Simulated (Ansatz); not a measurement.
Property card for C₂PtS₂

C$_{2}$PtS$_{2}$:
```xyz
15
Lattice="7.4977 4.3339 0.0000 -7.4977 4.3339 0.0000 -0.5793 0.0000 3.6453" Properties=species:S:1:pos:R:3 pbc="T T T"
C      0.1205     1.2108     3.6063
C      0.1205     7.4569     3.6063
C      5.5187     4.3339     3.5909
C     -0.6998     7.4569     0.0389
C     -0.6998     1.2108     0.0389
C     -6.0980     4.3339     0.0543
S      0.9608     2.6631     3.1427
S      0.9608     6.0046     3.1427
S      3.8401     4.3339     3.1240
S     -1.5401     6.0046     0.5026
S     -1.5401     2.6631     0.5026
S     -4.4195     4.3339     0.5213
Pt     0.0000     4.3339     0.0000
Pt    -3.7488     2.1669     0.0000
Pt     3.7488     2.1669     0.0000
```

Space group C2/m (No. 12); conventional cell a = 14.995 Å, b = 8.668 Å, c = 3.691 Å, α = 90.00°, β = 99.03°, γ = 90.00°.

Method: PBE+D3(BJ) (plane waves, PAW; program Ansatz). Structure relaxed to zero pressure with the same functional. Other levels are named where they apply.

**Cell and energy**

```json
{
  "volume_per_atom": "15.79 Å³",
  "density": "5.96 g/cm³",
  "Formation energy from the elements (no fitted shifts)": "0.013 eV/atom"
}
```

**Electronic structure**

```json
{
  "band_gap": "0.63 eV (indirect)",
  "valence_band_maximum": "at V2 (k = 0.000, 0.500, 0.000 in fractions of the reciprocal vectors)",
  "conduction_band_minimum": "on the M2–D line, 69 % of the way from M2 (k = 0.349, 0.349, -0.500 in fractions of the reciprocal vectors) (2 equivalent valleys)",
  "smallest_direct_gap_on_the_standard_path": "1.16 eV",
  "electron_effective_mass": "0.45, 0.45, 0.55 mₑ (principal values)",
  "hole_effective_mass": "0.37, 0.71, 4.1 mₑ (principal values)",
  "HSE06 gap on the PBE+D3(BJ) cell": "1.37 eV"
}
```

**Mechanics**

```json
{
 "Elastic constants (relaxed ions, GPa)": "C11 = 312, C22 = 305, C33 = 31.3, C12 = 85.1, C13 = 8.9, C23 = 10.8, C44 = 2.4, C55 = 0.5, C66 = 109, C15 = 2.5, C25 = 1.1, C35 = -1.0, C46 = 1.2",
 "mechanical_stability": "marginal (the smallest eigenvalue of C is near zero)"
}
```

A made-up cell: these elements were put on the sites of a structure type; neither database checked (COD, Materials Project) lists it. Whether it is the stable phase at ambient conditions was not checked. Symmetry was held in the PBE+D3(BJ) relaxation; its stability against distortions is not shown here. No spin polarisation was allowed. The references are the lowest solids computed at this level, not always the standard phases. Spin–orbit coupling is left out wherever it is not named.

Potentials: the later of the program's two PAW sets.
